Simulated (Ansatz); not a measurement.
Values for one crystal, relaxed and computed with PBE in the plane-wave PAW code Ansatz; other levels are named.

| Item | Result |
|---|---|
| Volume per atom | 23.29 Å³ |
| Band gap | 2.38 eV (indirect) |
| Formation energy from the elements (no fitted shifts) | -2.17 eV/atom |
| Conduction-band minimum | at X (3 equivalent valleys) |
| Valence-band maximum | at Γ |
| Smallest direct gap on the standard path | 3.18 eV |

**Question.** Which compound is it?
(A) SnTe, rock salt
(B) LiBr, rock salt
(C) CaS, rock salt
(D) BN, rock salt

**Answer.** C, CaS, rock salt

Space group Fm-3m (rock salt). The PBE relaxation kept the symmetry of its start. The references are the lowest solids computed at this level, not always the standard phases.

Potentials: the later of the program's two PAW sets.
